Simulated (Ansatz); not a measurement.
## Structure relaxation, WC

The start is a generated trial cell of WC in the CoSn structure type. The structure is fully relaxed (lattice and positions, P = 0) with r2SCAN (plane waves to 500 eV, PAW, scalar-relativistic; Ansatz, a quantum-chemistry and plane-wave program). The first steps use a coarse 5×5×5 k-mesh.

Input geometry:
```yaml
crystal:
  lattice:
    - [5.64808, 0.00000, 0.00000]
    - [-2.82404, 4.89138, 0.00000]
    - [0.00000, 0.00000, 4.55752]
  atoms:
    - { symbol: W, position: [0.50000, 0.00000, 0.00000] }
    - { symbol: W, position: [0.50000, 0.50000, 0.00000] }
    - { symbol: W, position: [0.00000, 0.50000, 0.00000] }
    - { symbol: C, position: [0.00000, 0.00000, 0.00000] }
    - { symbol: C, position: [0.33333, 0.66667, 0.50000] }
    - { symbol: C, position: [0.66667, 0.33333, 0.50000] }
```

```yaml
outcome: The space group stays P6/mmm (No. 191) (the run could not lower it), with 6 atoms in the primitive cell
energy_released: 2.20 eV/atom
volume_change: -41.2 %, from 20.99 to 12.34 Å³/atom
Shortest distances (start → end): "The closest pairs of elements (up to four, under 3.6 Å), start → end: C–W 2.80 → 2.17 Å; W–W 2.82 → 2.62 Å; C–C 3.26 → 3.03 Å"
band_gap_at_the_end: no gap (metallic)
optimiser_moves: 21
```

Final structure:

Space group P6/mmm (No. 191); a = b = 5.2483 Å, c = 3.1026 Å, α = β = 90.00°, γ = 120.00°

```csv
atom,site,symmetry,x,y,z
W,3f,mmm,0.0000,0.5000,0.0000
C,1a,6/mmm,0.0000,0.0000,0.0000
C,2d,-6m2,0.3333,0.6667,0.5000
```

Final values are on a 10×10×15 k-mesh of the relaxed cell. No spin polarisation in the result.

The run could not lower the symmetry of its start; a shaken copy of this end point relaxes with r2SCAN to P-6m2 (No. 187), 1.33 eV/atom lower.

The relaxed structure here is a generated cell of WC: the first start was made by placing the elements on the sites of a structure type, and the end was not matched to a known phase here, so it may be hypothetical. Known forms of WC include space group No. 187.
